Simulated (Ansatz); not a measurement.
Input, command and steps of an Ansatz relaxation.

```yaml
crystal:
  lattice:
    - [3.6962848798, 0.0, 0.0]
    - [-1.8481424399, 3.2010766055, 0.0]
    - [0.0, 0.0, 6.3828329701]
  atoms:
    - { symbol: Ti, position: [0.0, 0.0, 0.0] }
    - { symbol: Te, position: [0.6666666667, 0.3333333333, 0.2711838248] }
    - { symbol: Te, position: [0.3333333333, 0.6666666667, 0.7288161752] }
basis:
  ecutwfc: 420
kpoints:
  mp_grid: { grid: [15, 15, 8] }
hamiltonian:
  xc: pbe
scf:
  occupations: { method: gaussian, width: 0.1 }
output:
  forces: true
  stress: true
  eigenvalues: true
relax:
  adjacent_minimum: "off"
  f_tol: 0.005
  max_steps: 50
  cell: { stress_tol: 0.05 }
```

```bash
ansatz run input.yaml --threads 1 --pin off --max-ram 2560MiB --backend cpu --events-out ev --progress --plain --runs-dir out
```

Theory: DFT PBE, scalar-relativistic, plane waves, PAW (Ansatz).

Of 11 frames 9 are shown, positions in Å and forces in eV/Å; the SCF threshold varies from step to step. Steps run on the plane waves of an earlier cell, with a Pulay correction in the pressure. The basis is chosen afresh for the last frame, the zero of the energies, and at times for earlier ones too; energy and pressure step there, also at an unchanged geometry. The end is built of layers, and without a dispersion correction their distances are poorly fixed.

```xyz
3
Lattice="3.6963 0.0000 0.0000 -1.8481 3.2011 0.0000 0.0000 0.0000 6.3828" Properties=species:S:1:pos:R:3:forces:R:3 pbc="T T T" step=1 free_energy_over_end_meV_per_atom=25.36 pressure_GPa=3.35
Ti    0.0000    0.0000    0.0000    0.0000    0.0000    0.0000
Te    1.8481    1.0670    1.7309    0.0000    0.0000   -0.0057
Te    0.0000    2.1341    4.6519    0.0000    0.0000    0.0057
3
Lattice="3.8489 0.0000 0.0000 -1.9245 3.3333 0.0000 0.0000 0.0000 6.6971" Properties=species:S:1:pos:R:3:forces:R:3 pbc="T T T" step=2 free_energy_over_end_meV_per_atom=8.77 pressure_GPa=-0.05
Ti    0.0000    0.0000    0.0000    0.0000    0.0000    0.0000
Te    1.9245    1.1111    1.6632    0.0000    0.0000    0.2434
Te    0.0000    2.2222    5.0339    0.0000    0.0000   -0.2434
3
Lattice="3.8014 0.0000 0.0000 -1.9007 3.2921 0.0000 0.0000 0.0000 6.7441" Properties=species:S:1:pos:R:3:forces:R:3 pbc="T T T" step=3 free_energy_over_end_meV_per_atom=2.82 pressure_GPa=-0.96
Ti    0.0000    0.0000    0.0000    0.0000    0.0000    0.0000
Te    1.9007    1.0974    1.7325    0.0000    0.0000   -0.1697
Te    0.0000    2.1947    5.0115    0.0000    0.0000    0.1697
3
Lattice="3.7773 0.0000 0.0000 -1.8886 3.2712 0.0000 0.0000 0.0000 6.7749" Properties=species:S:1:pos:R:3:forces:R:3 pbc="T T T" step=4 free_energy_over_end_meV_per_atom=0.89 pressure_GPa=-0.01
Ti    0.0000    0.0000    0.0000    0.0000    0.0000    0.0000
Te    1.8886    1.0904    1.7248    0.0000    0.0000   -0.0126
Te    0.0000    2.1808    5.0501    0.0000    0.0000    0.0126
3
Lattice="3.7727 0.0000 0.0000 -1.8863 3.2672 0.0000 0.0000 0.0000 6.8051" Properties=species:S:1:pos:R:3:forces:R:3 pbc="T T T" step=5 free_energy_over_end_meV_per_atom=0.78 pressure_GPa=0.08
Ti    0.0000    0.0000    0.0000    0.0000    0.0000    0.0000
Te    1.8863    1.0891    1.7258    0.0000    0.0000    0.0034
Te    0.0000    2.1782    5.0792    0.0000    0.0000   -0.0034
3
Lattice="3.7693 0.0000 0.0000 -1.8846 3.2643 0.0000 0.0000 0.0000 6.8809" Properties=species:S:1:pos:R:3:forces:R:3 pbc="T T T" step=7 free_energy_over_end_meV_per_atom=0.69 pressure_GPa=0.00
Ti    0.0000    0.0000    0.0000    0.0000    0.0000    0.0000
Te    1.8846    1.0881    1.7300    0.0000    0.0000   -0.0006
Te    0.0000    2.1762    5.1509    0.0000    0.0000    0.0006
3
Lattice="3.7693 0.0000 0.0000 -1.8846 3.2643 0.0000 0.0000 0.0000 6.8809" Properties=species:S:1:pos:R:3:forces:R:3 pbc="T T T" step=8 free_energy_over_end_meV_per_atom=0.09 pressure_GPa=0.02
Ti    0.0000    0.0000    0.0000    0.0000    0.0000    0.0000
Te    1.8846    1.0881    1.7300    0.0000    0.0000   -0.0008
Te    0.0000    2.1762    5.1509    0.0000    0.0000    0.0008
3
Lattice="3.7658 0.0000 0.0000 -1.8829 3.2613 0.0000 0.0000 0.0000 6.9374" Properties=species:S:1:pos:R:3:forces:R:3 pbc="T T T" step=9 free_energy_over_end_meV_per_atom=0.04 pressure_GPa=0.02
Ti    0.0000    0.0000    0.0000    0.0000    0.0000    0.0000
Te    1.8829    1.0871    1.7328    0.0000    0.0000    0.0003
Te    0.0000    2.1742    5.2046    0.0000    0.0000   -0.0003
3
Lattice="3.7628 0.0000 0.0000 -1.8814 3.2587 0.0000 0.0000 0.0000 6.9940" Properties=species:S:1:pos:R:3:forces:R:3 pbc="T T T" step=11 free_energy_over_end_meV_per_atom=0.00 pressure_GPa=0.01
Ti    0.0000    0.0000    0.0000    0.0000    0.0000    0.0000
Te    1.8814    1.0862    1.7353    0.0000    0.0000    0.0005
Te    0.0000    2.1724    5.2586    0.0000    0.0000   -0.0005
```

It took 4.3 min on 1 thread of Arm Neoverse V2, with other jobs on the host, peak memory 0.62 GiB.